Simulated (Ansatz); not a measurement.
**A vibration from a frozen displacement in CsCdCl3**

Method: DFT r2SCAN, scalar-relativistic, plane waves, PAW (Ansatz). The runs took a 500 eV cutoff, a Γ-centred 6×6×6 mesh and Gaussian smearing (0.05 eV). Spin–orbit coupling is left out, which matters for the heavy elements here. No spin polarisation. Energies are free energies at this smearing, counted from the undisturbed cell; pressure is positive in compression.

Zero of the scan (as given, not relaxed at this level; it stands at 1.3 GPa, and it needn't be the usual structure):

```xyz
5
Lattice="5.2000 0.0000 0.0000 0.0000 5.2000 0.0000 0.0000 0.0000 5.2000" Properties=species:S:1:pos:R:3 pbc="T T T"
Cs    0.0000    0.0000    0.0000
Cd    2.6000    2.6000    2.6000
Cl    0.0000    2.6000    2.6000
Cl    2.6000    0.0000    2.6000
Cl    2.6000    2.6000    0.0000
```

Every Cl atom is moved by x along the Cartesian unit vector (0.000, 0.000, 1.000); the cell and all other atoms stay fixed. The cell's volume is 140.61 Å³; the moved atoms weigh 106.350 u together and the others 245.319 u. Some rows repeat others by symmetry and weren't run.

| x (Å) | ΔE (meV/cell) | total force on the moved atoms along the move (eV/Å) | pressure (GPa) |
| --- | --- | --- | --- |
| -0.5000 | 1041.38 | 6.0936 | 5.9833 |
| -0.4375 | 712.35 | 4.5024 | 4.7264 |
| -0.3750 | 471.04 | 3.2733 | 3.7166 |
| -0.3125 | 297.20 | 2.3318 | 2.9178 |
| -0.2500 | 174.89 | 1.6148 | 2.3008 |
| -0.1875 | 91.79 | 1.0688 | 1.8429 |
| -0.1250 | 38.73 | 0.6459 | 1.5271 |
| -0.0625 | 9.37 | 0.3032 | 1.3420 |
| 0.0000 | 0.00 | 0.0000 | 1.2810 |
| 0.0625 | 9.37 | -0.3032 | 1.3420 |
| 0.1250 | 38.73 | -0.6459 | 1.5271 |
| 0.1875 | 91.79 | -1.0688 | 1.8429 |
| 0.2500 | 174.89 | -1.6148 | 2.3008 |
| 0.3125 | 297.20 | -2.3318 | 2.9178 |
| 0.3750 | 471.04 | -3.2733 | 3.7166 |
| 0.4375 | 712.35 | -4.5024 | 4.7264 |
| 0.5000 | 1041.38 | -6.0936 | 5.9833 |

What frequency belongs to this motion?

The force constant is k = −dF/dx = 4.851 eV/Å², from the parabola through x = -0.0625, 0 and 0.0625. In every cell the moved atoms swing against the rest, so the mass is μ = m₁m₂/(m₁ + m₂) = 74.188 u, and ν̃ = 521.5 cm⁻¹ × √(|k|/μ) = 133 cm⁻¹, at this cell's pressure of 1.3 GPa. The pattern needn't be a normal mode: ν̃² is then a weighted mean of the squared nonzero frequencies at the zone centre of this cell, taken without macroscopic field, so it lies between the lowest and the highest of them.

How far does the harmonic law reach?

At x = -0.500 Å, kx²/2 = 606.40 meV against the computed 1041.38 meV (+71.7 %): the well stiffens in this direction at large amplitude.

The pressure changes with x². What does that say about the frequency under compression?

With E = k(V)x²/2, k ∝ V^(−2γ) and x scaling with the cell as V^(1/3), P − P0 = −∂E/∂V = (2γ − 2/3) ΔE/V. At x = 0.1250 Å, V(P − P0) = 140.61 × 0.24609 / 160.2 eV = 215.97 meV and ΔE = 38.73 meV, so γ = 1/3 + V(P − P0)/(2ΔE) = 3.12. This is the Grüneisen parameter of the motion under uniform scaling of the cell: shrinking the cell evenly by 1 % in volume raises the frequency by about 3.12 %.

Many cubic perovskites lower their energy by tilts or polar distortions; a scan of this one displacement doesn't rule them out.